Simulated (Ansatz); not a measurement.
Polymorphs of OsC, each relaxed with PBE (plane waves, PAW; program Ansatz):

A: rock salt (Fm-3m)
a = b = c = 4.352 Å, α = β = γ = 90.00°

| atom | site | symmetry | x | y | z |
|---|---|---|---|---|---|
| Os | 4a | m-3m | 0.0000 | 0.0000 | 0.0000 |
| C | 4b | m-3m | 0.5000 | 0.5000 | 0.5000 |

B: CsCl type (Pm-3m)
a = 2.6900 Å, b = 2.6900 Å, c = 2.6900 Å, α = 90.00°, β = 90.00°, γ = 90.00°

```
atom  site  symmetry       x       y       z
----  ----  --------  ------  ------  ------
Os      1a      m-3m  0.0000  0.0000  0.0000
C       1b      m-3m  0.5000  0.5000  0.5000
```

Problem. Put the candidates in order of energy per atom at 0 K, lowest first, for PBE.

Solution. A (+0 meV/atom), B (+87 meV/atom)

Constructed cells (a structure type filled with these elements, in neither database checked): B. Typed or built starts, not in the databases checked: A. All cells were relaxed under the symmetry of their starts (and spin orders); stability against distortions was not tested throughout. Rows with no word on spin ran without spin polarisation. Scalar-relativistic: spin–orbit coupling is off unless named, which matters more the heavier the elements.

Energies hold the estimated change up to a 700 eV cutoff; steps of a few meV lie near the error of the meshes.

Potentials: the later of the program's two PAW sets.
